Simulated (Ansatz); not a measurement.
# YHSe (P-6m2), two-dimensional strain map

The calculation used DFT LDA, scalar-relativistic, plane waves, PAW in Ansatz. Cutoff 420 eV, Γ-centred 9×9×8 k-points, Gaussian smearing of 0.05 eV. No spin polarisation. Energies are free energies at this smearing, counted from the undisturbed cell; pressure is positive in compression.

Zero of the scan (as given, not relaxed at this level; it stands at -5.6 GPa, and it needn't be the usual structure):

```
Y H Se
1.0
     3.84093    0.00000    0.00000
    -1.92047    3.32634    0.00000
     0.00000    0.00000    3.91555
Y H Se
1 1 1
Direct
  0.00000 0.00000 0.00000
  0.33333 0.66667 0.00000
  0.66667 0.33333 0.50000
```

The cell is strained by p along both x and y and by q along z, fractional coordinates fixed. Points are written (p, q).

Energy above the undisturbed cell in meV/atom (a dash: not computed):

```
 p \ q  -0.080  -0.040  0.000  0.040  0.080
-0.080   160.8    96.4   75.5   90.5  135.2
-0.040    36.1       –   -7.5      –   75.3
 0.000    12.3       –    0.0      –   99.0
 0.080   174.5       –  201.3      –  317.7
```

Pressure in GPa:

| p \ q | -0.080 | -0.040 | 0.000 | 0.040 | 0.080 |
| --- | --- | --- | --- | --- | --- |
| -0.080 | 25.9 | 18.2 | 12.1 | 7.3 | 3.4 |
| -0.040 | 11.7 | – | 1.6 | – | -4.6 |
| 0.000 | 1.8 | – | -5.6 | – | -10.0 |
| 0.080 | -9.6 | – | -13.5 | – | -15.5 |

Gap on the k-mesh in eV:

| p \ q | -0.080 | -0.040 | 0.000 | 0.040 | 0.080 |
| --- | --- | --- | --- | --- | --- |
| -0.080 | 1.35 | 1.82 | 1.87 | 1.78 | 1.38 |
| -0.040 | 0.91 | – | 1.85 | – | 1.94 |
| 0.000 | 0.57 | – | 1.37 | – | 1.97 |
| 0.080 | 0.07 | – | 0.66 | – | 1.29 |